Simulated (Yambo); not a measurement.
BSE-type run in Yambo on LiNbO$_{3}$ (centrosymmetric, paraelectric, space group R-3c, No. 167), at zero momentum. PBEsol wavefunctions on a 2×2×2 mesh, a = b = c = 5.544 Å, α = β = γ = 56.75°.

Yambo input:
```
rim_cut
optics
bse
bss
dipoles
em1s
RandQpts= 1000000
RandGvec= 1 Ry
FFTGvecs= 40 Ry
Chimod= "HARTREE"
BSKmod= "SEX"
BSEmod= "resonant"
BSSmod= "hs"
BSENGexx= 15 Ry
BSENGBlk= 3 Ry
% KfnQP_E
 1.222 | 1.0 | 1.0 |
%
% BSEQptR
 1 | 1 |
%
% BSEBands
 17 | 46 |
%
% BEnRange
 0.0 | 12.7 | eV
%
% BDmRange
 0.15 | 0.15 | eV
%
BEnSteps= 254
% BLongDir
 1.0 | 0.0 | 0.0 |
%
BSHayTrs= -0.02
BSSNEig= 24
WRbsWF
% BndsRnXs
 5 | 75 |
%
NGsBlkXs= 3 Ry
% LongDrXs
 1.0 | 1.0 | 1.0 |
%
```

From the report:

The dimension is k points × valence × conduction bands = 8 × 18 × 12 = 1728.
```
   [SLEPC] Approach                          : Krylov-Schur
   [SLEPC] Number of requested eigenvalues   :  24
   [SLEPC] Number of eigenvalues        [NEV]:  24
    [K] Dimension                                    :  1728
    [K] Bands                                        :   17   46
    [K] Exchange res                                 : yes
    [K] Correlation res                              : yes
    [K] W interaction is bare                        : no
    [K] RL vectors exchange                          :   761
    [K] RL vectors correlation                       :   65
    [W] Matrix size                                  :   65
    [W] Bands                                        :    5   75
    [W] Coulomb Cutoff                               : none
    [W] Hxc Kernel                                   : HARTREE
```

Spin-orbit coupling is not included.

Geometry of the Materials Project entry, not relaxed at this level.

This is not the ordinary phase of the substance.
